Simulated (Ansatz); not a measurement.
YN:
```cif
data_NY
_chemical_formula_sum 'Y1 N1'
_space_group_name_H-M_alt 'P 1'
_space_group_IT_number 1
_cell_length_a 3.40805
_cell_length_b 3.40805
_cell_length_c 3.40805
_cell_angle_alpha 60.001
_cell_angle_beta 60.001
_cell_angle_gamma 60.001
loop_
_space_group_symop_operation_xyz
  'x, y, z'
loop_
_atom_site_label
_atom_site_type_symbol
_atom_site_fract_x
_atom_site_fract_y
_atom_site_fract_z
_atom_site_occupancy
Y1 Y 0.75005 0.75005 0.75005 1
N1 N 0.24995 0.24995 0.24995 1
```

Relaxed with LDA.

Which orbitals make up the states near the Fermi level in the program Ansatz at the LDA level (PAW)?

Within 0.5 eV of the Fermi level: N 2p 77 %, Y 4d 20 %. Projections are on Löwdin-orthogonalised atomic valence shells; empty p or d shells of many metals are not among them.

Tabulate the density of states.

States/eV per cell of 2 atoms, in 0.25 eV bins, energy from the Fermi level.

| E (eV) | total | N 2p | Y 4d | Y 5s |
|---|---|---|---|---|
| -7.85 | 0.00 | 0.00 | 0.00 | 0.00 |
| -7.60 | 0.00 | 0.00 | 0.00 | 0.00 |
| -7.35 | 0.00 | 0.00 | 0.00 | 0.00 |
| -7.10 | 0.00 | 0.00 | 0.00 | 0.00 |
| -6.85 | 0.00 | 0.00 | 0.00 | 0.00 |
| -6.60 | 0.00 | 0.00 | 0.00 | 0.00 |
| -6.35 | 0.00 | 0.00 | 0.00 | 0.00 |
| -6.10 | 0.00 | 0.00 | 0.00 | 0.00 |
| -5.85 | 0.00 | 0.00 | 0.00 | 0.00 |
| -5.60 | 0.00 | 0.00 | 0.00 | 0.00 |
| -5.35 | 0.00 | 0.00 | 0.00 | 0.00 |
| -5.10 | 0.00 | 0.00 | 0.00 | 0.00 |
| -4.85 | 0.00 | 0.00 | 0.00 | 0.00 |
| -4.60 | 0.00 | 0.00 | 0.00 | 0.00 |
| -4.35 | 0.00 | 0.00 | 0.00 | 0.00 |
| -4.10 | 0.17 | 0.08 | 0.06 | 0.01 |
| -3.85 | 0.35 | 0.18 | 0.13 | 0.03 |
| -3.60 | 0.59 | 0.31 | 0.20 | 0.05 |
| -3.35 | 1.06 | 0.59 | 0.32 | 0.09 |
| -3.10 | 1.20 | 0.70 | 0.33 | 0.11 |
| -2.85 | 1.32 | 0.82 | 0.32 | 0.13 |
| -2.60 | 1.03 | 0.66 | 0.23 | 0.09 |
| -2.35 | 1.41 | 0.92 | 0.38 | 0.06 |
| -2.10 | 2.84 | 1.91 | 0.82 | 0.04 |
| -1.85 | 3.15 | 2.18 | 0.82 | 0.02 |
| -1.60 | 4.37 | 3.06 | 1.04 | 0.01 |
| -1.35 | 2.37 | 1.66 | 0.60 | 0.00 |
| -1.10 | 1.63 | 1.18 | 0.38 | 0.00 |
| -0.85 | 1.25 | 0.96 | 0.24 | 0.00 |
| -0.60 | 0.94 | 0.77 | 0.13 | 0.00 |
| -0.35 | 0.27 | 0.23 | 0.02 | 0.00 |
| -0.10 | 0.06 | 0.06 | 0.00 | 0.00 |
| 0.15 | 0.02 | 0.00 | 0.02 | 0.00 |
| 0.40 | 0.07 | 0.01 | 0.05 | 0.00 |
| 0.65 | 0.11 | 0.02 | 0.09 | 0.00 |
| 0.90 | 0.16 | 0.03 | 0.12 | 0.00 |
| 1.15 | 0.21 | 0.04 | 0.16 | 0.00 |
| 1.40 | 0.26 | 0.05 | 0.20 | 0.00 |
| 1.65 | 0.31 | 0.06 | 0.24 | 0.00 |
| 1.90 | 0.36 | 0.07 | 0.28 | 0.00 |
| 2.15 | 0.41 | 0.08 | 0.32 | 0.00 |
| 2.40 | 0.46 | 0.09 | 0.36 | 0.00 |
| 2.65 | 0.52 | 0.09 | 0.41 | 0.00 |
| 2.90 | 0.61 | 0.11 | 0.48 | 0.01 |
| 3.15 | 0.73 | 0.12 | 0.57 | 0.01 |
| 3.40 | 0.73 | 0.13 | 0.57 | 0.01 |
| 3.65 | 0.77 | 0.13 | 0.59 | 0.02 |
| 3.90 | 0.82 | 0.14 | 0.63 | 0.02 |
| 4.15 | 0.80 | 0.13 | 0.63 | 0.02 |
| 4.40 | 0.82 | 0.12 | 0.65 | 0.02 |
| 4.65 | 0.88 | 0.13 | 0.68 | 0.02 |

Space group Fm-3m (rock salt). The cell was relaxed with LDA under the symmetry of its start. No spin polarisation was allowed. Spin–orbit coupling is left out wherever it is not named.

Potentials: the later of the program's two PAW sets.
